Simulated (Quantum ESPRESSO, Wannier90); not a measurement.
## Wannier functions of HfIN (R-3m)

```
begin unit_cell_cart
ang
   -1.8463800065    3.1980239813    0.0000000000
   -3.6927600130    0.0000000000    0.0000000000
   -1.8463800065    1.0660079938   10.7786500000
end unit_cell_cart
begin atoms_frac
Hf   0.2055900000  0.2055900000  0.3832300000
Hf  -0.2055900000 -0.2055900000 -0.3832300000
I   -0.3930470000 -0.3930470000  0.1791410000
I    0.3930470000  0.3930470000 -0.1791410000
N   -0.1399430000 -0.1399430000  0.4198290000
N    0.1399430000  0.1399430000 -0.4198290000
end atoms_frac
```

Structure: Materials Project mp-567441, symmetrised, not relaxed again. Not found in the COD (Crystallography Open Database) copy used; not checked further. Level: PBEsol, spinors with spin-orbit coupling; pw.x of Quantum ESPRESSO at 68 Ry with PseudoDojo potentials, 4×4×4 k-points, Wannier90. Density: 10×10×10 mesh, Gaussian smearing 0.01 Ry. The cell is built of weakly bound layers, chains or molecules. Database cells relaxed without dispersion often hold them too far apart, which can enlarge gaps and weakens couplings between them; spacing and stacking were not compared with the measured crystal.

Bands 17-24 form an isolated set from -15.32 to -12.52 eV relative to the valence-band maximum (on the path) and are turned into 8 Wannier functions by minimising the spread from the start: atomic waves I 5s, N 2s.

Task: Where do the functions sit, how wide are they and what are they made of?

Result: 
```
functions  spread (Å²)  nearest atom, distance (Å)  second atom, distance (Å)            weight on atomic waves
---------  -----------  --------------------------  -------------------------  --------------------------------
4                 1.37                      I 0.11                    Hf 2.99              I 5s 89 %, Hf 5d 6 %
4                 1.03                      N 0.05                    Hf 2.07  N 2s 70 %, Hf 5d 17 %, Hf 6s 9 %
```

Ω_I = 9.60 Å², Ω_total = 9.61 Å²; the interpolated bands follow pw.x to 3.4 meV rms on the path. Only this start was tried; a symmetric start can stop on a saddle, and mixtures of these functions could lower the total by at most Ω_total − Ω_I.
